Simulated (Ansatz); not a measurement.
EuInPt4:
```yaml
crystal:
  lattice:
    - [0.00000, 3.82011, 3.82011]
    - [3.82011, 0.00000, 3.82011]
    - [3.82011, 3.82011, 0.00000]
  atoms:
    - { symbol: Eu, position: [0.50000, 0.50000, 0.50000] }
    - { symbol: In, position: [0.75000, 0.75000, 0.75000] }
    - { symbol: Pt, position: [0.12444, 0.12444, 0.62669] }
    - { symbol: Pt, position: [0.12444, 0.62669, 0.12444] }
    - { symbol: Pt, position: [0.62669, 0.12444, 0.12444] }
    - { symbol: Pt, position: [0.12444, 0.12444, 0.12444] }
```
The run is spin-polarised; directions of the spins, atom by atom: ↑ 0 0 0 0 0.

Relaxed with r²SCAN.

**Question.** Give the Bader charges and basin volumes of the independent atoms, the program Ansatz at the r²SCAN level (PAW).

**Answer.** 

```
atom  Bader charge (e)  Bader volume (Å³)
----  ----------------  -----------------
Eu1              +1.43               16.8
In2              +0.73               18.1
Pt3              -0.54               19.1
```

Space group F-43m. The first step of the workflow began from a Materials Project structure, measured or hypothetical; the Crystallography Open Database copy checked does not list it. Its standing as an ambient phase is unchecked. Symmetry was held in the r²SCAN relaxation; its stability against distortions is not shown here. Spin order of the final state: ferromagnetic, the only order run, not a proven ground state. Caveat: open 4f shells can settle in a state that is not the lowest. Other orbital occupations within this spin state were not tried. No Hubbard U is applied. Scalar-relativistic: spin–orbit coupling is off unless named, which matters more the heavier the elements.

Potentials: the later of the program's two PAW sets.
